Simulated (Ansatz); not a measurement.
**NiSb, one cell by several methods**

```
Ni Sb
1.0
     3.94000    0.00000    0.00000
    -1.97000    3.41214    0.00000
     0.00000    0.00000    5.14000
Ni Sb
2 2
Direct
  0.00000 0.00000 0.00000
  0.00000 0.00000 0.50000
  0.33333 0.66667 0.25000
  0.66667 0.33333 0.75000
```

Atoms are numbered in the order listed.

The cell is COD entry 9008903, as deposited and not checked against the literature; nothing was relaxed.

No spin–orbit coupling, which matters for the heavy atoms here.

Methods: DFT, PBE, PAW with Ansatz's default frozen-core files, scalar-relativistic (Ansatz 0.2.0); DFT, PBE, all-electron LAPW, scalar-relativistic (Ansatz 0.2.0).

For PAW: a Γ-centred 10×10×7 k mesh, Fermi–Dirac smearing of 0.05 eV, cutoff 420 eV, spin-polarised from start moments Ni1 1.5, Ni2 1.5 μB (the moments died away, and the run ended non-magnetic). LAPW targets a basis error of 0.5 meV/atom. The Ansatz runs share mesh, smearing and spin set-up. Plane-wave (PAW) pressures include the program's estimate of the Pulay term.

Stress and pressure are positive in compression.

Levels count from the Fermi level.

PAW results:

| quantity | PAW |
| --- | --- |
| pressure (GPa) | 2.62 |
| stress xx (GPa) | 2.79 |
| stress zz (GPa) | 2.29 |
| highest filled level at M (eV) | -0.337 |
| lowest empty level at M (eV) | 1.155 |
| highest filled level at Γ (eV) | -0.002 |
| lowest empty level at Γ (eV) | 0.594 |
| highest filled level at A (eV) | -2.047 |
| lowest empty level at A (eV) | 0.246 |

**Question.** What does all-electron LAPW give for the same quantities?

**Answer.** 
```
                      quantity    LAPW
                pressure (GPa)    2.60
               stress xx (GPa)    2.77
               stress zz (GPa)    2.27
highest filled level at M (eV)  -0.336
  lowest empty level at M (eV)   1.156
highest filled level at Γ (eV)  -0.004
  lowest empty level at Γ (eV)   0.591
highest filled level at A (eV)  -2.047
  lowest empty level at A (eV)   0.247
```
